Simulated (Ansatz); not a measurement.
Ansatz (a quantum-chemistry and plane-wave program) input:

Ansatz 0.2 input:
```yaml
crystal:
  lattice:
    - [3.2316360353, 0.0, 0.0]
    - [-1.6158180176, 2.7986789024, 0.0]
    - [0.0, 0.0, 5.1710182079]
  atoms:
    - { symbol: Zr, position: [0.3333333333, 0.6666666667, 0.75] }
    - { symbol: Zr, position: [0.6666666667, 0.3333333333, 0.25] }
kpoints:
  mp_grid: { grid: [30, 30, 17] }
hamiltonian:
  xc: pbe
  pseudopotentials: { kind: paw }
scf:
  occupations: { method: fermi_dirac, width: 0.1 }
elastic: { mode: relaxed_ion, stencil: two_point, amplitude: 0.005, f_tol: 0.0005 }
```

Output (shortened):

```
Pseudopotentials: kind: paw
Pseudopotential: Zr, paw, valence charge 12
Functional definition: PBE
Crystal: 2 atoms, lattice volume = 46.768 Å³
Basis set: ecut = 420 eV, 941 PW (Γ), exchange–correlation on 48×48×72 points (8 copies of the dense FFT grid, shifted against one another)
Bands: 16, of which v1, the nominal top of the filled ones, is band 12 counted from 1 (11 counted from 0)
Symmetry: 24 space group operations
Space group: P63/mmc (ITA 194), of the structure as read, at distance tolerance 3.6e-5 Å
k-points: 819 of 15300
Initial wavefunctions: pseudopotential atomic-orbital guess
Eigensolver: davidson
Functional: x = pbe(κ = 0.804, μ = 0.2195149727645171), c = pbe(β = 0.06672455060314922)
all-band conjugate gradients solve this SCF's bands
SCF 1 converged in 9 iterations: F = -8367.705595 eV  dr2 = 7.07e-15
Crystal: 2 atoms, lattice volume = 46.534 Å³
Symmetry: 8 space group operations
k-points: 2169 of 15300
Initial density: handed on by an earlier stage of this run
Initial wavefunctions: pseudopotential atomic-orbital guess (no wavefunctions were taken with the density)
SCF 2 converged in 9 iterations: F = -8367.705018 eV  dr2 = 1.01e-14
relax step   1: F+E_penalty+E_count = -8367.70501840 eV  Δ(F+E_penalty+E_count) = +0.000e0 eV  max|allowed force component| = 9.691e-3 eV/Å  Δτ_max = 0.0000 Å  (9 SCF iters, accepted)
density extrapolation: transplant  |δρ|_rms = 2.168e-2 e/Å³  SAD shift = 7.042e-3 e/Å³
Crystal: 2 atoms, lattice volume = 46.534 Å³
Initial wavefunctions: those handed on with the density
SCF 3 converged in 7 iterations: F = -8367.705074 eV  dr2 = 1.22e-14
relax step   2: F+E_penalty+E_count = -8367.70507417 eV  Δ(F+E_penalty+E_count) = -5.578e-5 eV  max|allowed force component| = 2.150e-3 eV/Å  Δτ_max = 0.0047 Å  (7 SCF iters, accepted)
density extrapolation: transplant  |δρ|_rms = 2.168e-2 e/Å³  SAD shift = 2.008e-3 e/Å³
Crystal: 2 atoms, lattice volume = 46.534 Å³
SCF 4 converged in 6 iterations: F = -8367.705077 eV  dr2 = 6.56e-14
relax step   3: F+E_penalty+E_count = -8367.70507704 eV  Δ(F+E_penalty+E_count) = -2.869e-6 eV  max|allowed force component| = 1.269e-5 eV/Å  Δτ_max = 0.0013 Å  (6 SCF iters, accepted)
Crystal: 2 atoms, lattice volume = 46.534 Å³
SCF 5 converged in 5 iterations: F = -8367.705077 eV  dr2 = 2.04e-14
Crystal: 2 atoms, lattice volume = 47.002 Å³
SCF 6 converged in 9 iterations: F = -8367.705070 eV  dr2 = 1.28e-14
relax step   1: F+E_penalty+E_count = -8367.70507042 eV  Δ(F+E_penalty+E_count) = +0.000e0 eV  max|allowed force component| = 9.925e-3 eV/Å  Δτ_max = 0.0000 Å  (9 SCF iters, accepted)
density extrapolation: transplant  |δρ|_rms = 2.166e-2 e/Å³  SAD shift = 9.168e-3 e/Å³
Crystal: 2 atoms, lattice volume = 47.002 Å³
SCF 7 converged in 7 iterations: F = -8367.705127 eV  dr2 = 2.05e-14
relax step   2: F+E_penalty+E_count = -8367.70512712 eV  Δ(F+E_penalty+E_count) = -5.670e-5 eV  max|allowed force component| = 6.980e-4 eV/Å  Δτ_max = 0.0062 Å  (7 SCF iters, accepted)
density extrapolation: transplant  |δρ|_rms = 2.166e-2 e/Å³  SAD shift = 6.024e-4 e/Å³
Crystal: 2 atoms, lattice volume = 47.002 Å³
SCF 8 converged in 6 iterations: F = -8367.705127 eV  dr2 = 9.10e-15
relax step   3: F+E_penalty+E_count = -8367.70512740 eV  Δ(F+E_penalty+E_count) = -2.837e-7 eV  max|allowed force component| = 3.342e-6 eV/Å  Δτ_max = 0.0004 Å  (6 SCF iters, accepted)
Crystal: 2 atoms, lattice volume = 47.002 Å³
SCF 9 converged in 5 iterations: F = -8367.705127 eV  dr2 = 8.55e-14
density extrapolation: transplant  |δρ|_rms = 2.167e-2 e/Å³  SAD shift = 4.730e-3 e/Å³
Crystal: 2 atoms, lattice volume = 46.534 Å³
Basis set: ecut = 420 eV, 929 PW (Γ), exchange–correlation on 48×48×72 points (8 copies of the dense FFT grid, shifted against one another)
SCF 10 converged in 7 iterations: F = -8367.704713 eV  dr2 = 3.74e-14
density extrapolation: first-order (α = -2.000)  |δρ|_rms = 2.167e-2 e/Å³  SAD shift = 4.693e-3 e/Å³
Crystal: 2 atoms, lattice volume = 47.002 Å³
SCF 11 converged in 6 iterations: F = -8367.705283 eV  dr2 = 4.84e-15
Crystal: 2 atoms, lattice volume = 46.768 Å³
Symmetry: 4 space group operations
k-points: 3961 of 15300
SCF 12 converged in 9 iterations: F = -8367.705502 eV  dr2 = 2.14e-15
relax step   1: F+E_penalty+E_count = -8367.70550210 eV  Δ(F+E_penalty+E_count) = +0.000e0 eV  max|allowed force component| = 1.017e-4 eV/Å  Δτ_max = 0.0000 Å  (9 SCF iters, accepted)
Crystal: 2 atoms, lattice volume = 46.768 Å³
SCF 13 converged in 6 iterations: F = -8367.705502 eV  dr2 = 6.06e-14
Crystal: 2 atoms, lattice volume = 46.768 Å³
SCF 14 converged in 9 iterations: F = -8367.705502 eV  dr2 = 2.12e-15
relax step   1: F+E_penalty+E_count = -8367.70550210 eV  Δ(F+E_penalty+E_count) = +0.000e0 eV  max|allowed force component| = 1.017e-4 eV/Å  Δτ_max = 0.0000 Å  (9 SCF iters, accepted)
Crystal: 2 atoms, lattice volume = 46.768 Å³
SCF 15 converged in 6 iterations: F = -8367.705502 eV  dr2 = 6.07e-14
SCF converged after 9 iterations
Free energy (F): -8367.705595 eV
Harris-Foulkes:  -8367.705595 eV  (|F-HF|=1.82e-12)
Internal energy: -8367.635730 eV  (E = F + TS)
E sigma→0 (E₀):  -8367.670663 eV
Entropy (-TS):   -0.069865 eV (-34.933 meV/atom)
Fermi energy:    13.907020 eV
--- Per-component energies (eV) ---
  E_band       = -195.386950
  E_kinetic    = 665.038370
  E_local      = -1257.923530  (includes V_loc(G=0)·N_el)
  E_nonlocal   = 161.053343
  E_hartree    = 389.377691
  E_xc         = -322.826422
  E_vxc        = -381.195719  (∫ρ·V_xc dr)
  E_paw        = -5908.238458  (= ΣΔE_a)
  E_vpaw       = -161.114843  (= ΣTr[D̂ρ^β])
  E_aug_tail   = 0.000049  (compensation charges beyond the density's cutoff)
  E_ewald      = -2094.116772
  E_smearing   = -0.069865  (= −TS)
  E_closure    = 0.000000  (closes the sum)
  Σ components = -8367.705595   (vs F -8367.705595, Δ=0.00e0)
--- Forces (eV/Å), atoms counted from 1 ---
  atom   1  Zr     0.00000000     0.00000000     0.00000000
  atom   2  Zr     0.00000000     0.00000000     0.00000000
  max |Σ_I F_I| component: 2.31e-18 eV/Å
--- Stress (GPa, compression-positive) ---
        0.014215       0.000000       0.000000
        0.000000       0.014215       0.000000
        0.000000       0.000000       0.190983
  P = ⅓ Tr σ = 0.0731 GPa (0.731 kbar)
  The stress holds the Pulay correction. Without it, at fixed plane waves, as pw.x and ABINIT print it: P = 0.0552 GPa
  The stress includes an estimate of the error left by incomplete SCF convergence (largest component 0.0000 GPa).
--- Band table (eV; the first three rows and the last of 819) ---
  k-point 0: bands = ["-34.8916", "-34.7422", "-13.4068", "-12.5534", "-12.5534", "-12.4222", "-12.4170", "-12.4170", "8.2937", "10.9149", "14.8034", "14.8034", "14.9085", "15.0553", "15.4813", "15.4813"]
  k-point 1: bands = ["-34.8904", "-34.7435", "-13.3989", "-12.5523", "-12.5523", "-12.4312", "-12.4182", "-12.4182", "8.3226", "10.9131", "14.7863", "14.7863", "14.8858", "14.9987", "15.4590", "15.4590"]
  k-point 2: bands = ["-34.8866", "-34.7473", "-13.3756", "-12.5488", "-12.5488", "-12.4578", "-12.4217", "-12.4217", "8.4085", "10.9053", "14.7437", "14.7437", "14.8195", "14.8424", "15.3959", "15.3959"]
  k-point 818: bands = ["-34.7221", "-34.7221", "-13.1811", "-13.1811", "-12.9739", "-12.9452", "-12.5815", "-12.5815", "12.5094", "12.5094", "12.6229", "12.7136", "13.8997", "13.8997", "15.8722", "16.0575"]
  band table: 16 of 16 bands, residual norms ≤ 1.0e-3 eV
--- Elastic constants: 3 strain directions × 2 members + reference (group order 24) ---
  dense FFT box of the reference and of every strained cell: 24×24×36
  strains applied: 11, 33, 23; error gains …
  C = ∂σ_k/∂η_j (tension-positive GPa; Voigt order 11 22 33 23 13 12):
       135.095     72.584     65.952      0.000      0.000      0.000
        72.584    135.095     65.952      0.000      0.000      0.000
        66.139     66.139    163.732      0.000      0.000      0.000
         0.000      0.000      0.000     25.438      0.000      0.000
         0.000      0.000      0.000      0.000     25.438      0.000
         0.000      0.000      0.000      0.000      0.000     31.256
  reference stress σ⁰ (GPa):     -0.014     -0.014     -0.191      0.000      0.000      0.000
  moduli (Voigt/Reuss/Hill, GPa): K = 93.70/93.30/93.50   G = 31.71/30.33/31.02   E = 83.79   ν = 0.351
  mechanically stable: yes (min eigenvalue of sym C = 25.44 GPa)
  strain η (Voigt 11):  stress-route row diagonal C_11 = 135.10 GPa, energy-path curvature d²(F+E_count+ΔE)/dδ²/Ω₀ = 135.13 GPa
         δ    σ_11 (GPa)             F (eV)   n_scf  n_hpsi   n_pw
    -5.000e-3      -0.6986       -8367.7050770       5  514502    941   relax 3 steps, max|allowed force component| 1.27e-5 eV/Å
     5.000e-3       0.6524       -8367.7051274       5  502547    947   relax 3 steps, max|allowed force component| 3.34e-6 eV/Å
  strain η (Voigt 33):  stress-route row diagonal C_33 = 163.73 GPa, energy-path curvature d²(F+E_count+ΔE)/dδ²/Ω₀ = 163.73 GPa
         δ    σ_33 (GPa)             F (eV)   n_scf  n_hpsi   n_pw
    -5.000e-3      -1.0221       -8367.7047128       7  246386    936   relax 0 steps, max|allowed force component| 6.48e-17 eV/Å
     5.000e-3       0.6152       -8367.7052827       6  222290    954   relax 0 steps, max|allowed force component| 4.28e-17 eV/Å
  strain η (Voigt 23):  stress-route row diagonal C_44 = 25.44 GPa, energy-path curvature d²(F+E_count+ΔE)/dδ²/Ω₀ = 25.49 GPa
         δ    σ_23 (GPa)             F (eV)   n_scf  n_hpsi   n_pw
    -5.000e-3      -0.1272       -8367.7055021       6  1094395    942   relax 1 steps, max|allowed force component| 1.02e-4 eV/Å
     5.000e-3       0.1272       -8367.7055021       6  1093803    942   relax 1 steps, max|allowed force component| 1.02e-4 eV/Å
```

Cost: very roughly 27 core-minutes on shared cores.

Space group P6_3/mmc (hcp (Mg type)). The cell was relaxed with PBE under the symmetry of its start. No spin polarisation was allowed. As this level gives no gap, shear constants depend on the k-mesh and smearing (Fermi–Dirac, 0.1 eV here). Axis ratios of metals converge slowly with the k-mesh, so a and c are less sure than the volume. Scalar-relativistic: spin–orbit coupling is off unless named, which matters more the heavier the elements.

Potentials: the later of the program's two PAW sets.

Ansatz is a plane-wave DFT program.
